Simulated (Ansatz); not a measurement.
# Two inputs for TiTe2

This input was run with Ansatz:

```yaml
crystal:
  lattice:
    - [3.777, 0.0, 0.0]
    - [-1.8885, 3.2709779501, 0.0]
    - [0.0, 0.0, 6.498]
  atoms:
    - { symbol: Ti, position: [0.0, 0.0, 0.0] }
    - { symbol: Te, position: [0.6666666667, 0.3333333333, 0.2628] }
    - { symbol: Te, position: [0.3333333333, 0.6666666667, 0.7372] }
kpoints:
  mp_grid: { grid: [10, 10, 5] }
scf:
  occupations: { method: fermi_dirac, width: 0.05 }
hamiltonian:
  xc: pbe
  pseudopotentials: { kind: paw }
  dispersion: d3bj
output:
  forces: true
  stress: true
  populations: true
  efg: { quadrupole_moments_barn: { Ti: 0.247 }, contact_densities: true }
  write_density: true
  write_potential: true
  elf: true
  volumetric_format: npy
basis:
  ecutwfc: "400 eV"
```

```sh
ansatz run input.yaml --threads 1 --pin off --max-ram 3072MiB --backend cpu --events-out ev --progress --plain --runs-dir out
```

It converged. Of its output the block on the nuclei alone is shown, without the SCF iterations, energies, forces and stress (one atom of each set):

```
--- PAW observables at the nuclei: V_zz in 10²¹ V/m², potentials from the cell's mean, atoms counted from 1 ---
  atom   1  Ti V_zz =    -2.889004   η = 0.0000   by run symmetry: allowed   C_q = -17.2544 MHz
            electrostatic potential = -2528.529622 V   contact ρ = 56782.795915 e/Å³
  atom   2  Te V_zz =    -5.976896   η = 0.0000   by run symmetry: allowed
            electrostatic potential = -8649.248028 V   contact ρ = 1468737.367966 e/Å³
```

Problem. Can these gradients be trusted, and how do they compare with a run on standard settings?

Solution. They agree with the standard run. Against the standard input the change is `basis.ecutwfc`: not typed → 400 eV; `hamiltonian.dispersion`: not typed → d3bj. A site carries the number of its first atom; V_zz in 10²¹ V/m².

| site | atom | V_zz standard | η standard | V_zz here | η here |
| --- | --- | --- | --- | --- | --- |
| Ti | 1 | -2.89 | 0.00 | -2.89 | 0.00 |
| Te | 2 | -5.97 | 0.00 | -5.98 | 0.00 |

No V_zz moves by more than 0.01. The dispersion term itself leaves the density as it is. SCF iterations: 6 and 6. New warnings: cutoff below recommended. In the changed run the cutoff of 400 eV lies below the one recommended for these PAW files, yet the gradients stay close to the reference.

On the reference run: The run finds no gap above 0.1 eV (a metal, or nearly one), so the gradients can move by 10 % or more with the k-mesh. Without spin–orbit coupling the gradients at and beside Te can be off by some per cent, at some sites by more.
